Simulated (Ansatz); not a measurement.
**FeSi2: zone-centre modes under pressure**

FeSi2, P4/mmm, a = 2.662 Å, c = 5.065 Å. The structure is a COD entry; whether it is the stable form wasn't checked. Ansatz: LDA, PAW, 420 eV, Γ-centred 16×16×8 mesh on 3 atoms, Fermi-Dirac smearing 0.15 eV; no spin polarisation. Cell and atoms are relaxed at each pressure with the symmetry kept; optical modes at Γ by linear response, in cm⁻¹, matched by rank (the highest 3 distinct ones).

| P (GPa) | V (Å³/atom) | ω1 | ω2 | ω3 |
| --- | --- | --- | --- | --- |
| 0 | 11.966 | 296.1 | 368.1 | 559.8 |
| 3 | 11.794 | ? | ? | ? |
| 10 | 11.437 | 322.1 | 393.6 | 599.1 |

Problem. Get each mode's Grüneisen parameter γ = −d ln ω/d ln V from the other rows and predict the missing frequencies.

Solution. ln(V/V0) = 0.0000, -0.0145, -0.0452; a line through ln(ω/ω0) of the 2 known rows gives ω1: γ = 1.862, predicted 304.2, computed 304.4; ω2: γ = 1.482, predicted 376.1, computed 376.1; ω3: γ = 1.501, predicted 572.1, computed 572.3. The worst miss is 0.1 %, or 2 % of the shift under pressure, so a constant γ serves at that level. In a metal these frequencies hang on the mesh and smearing.

Spin polarisation was left out, and a magnetic state may lie lower.

Cost: 3 runs of about 5.8 core-minutes in all, on Arm Neoverse V1 (shared hosts).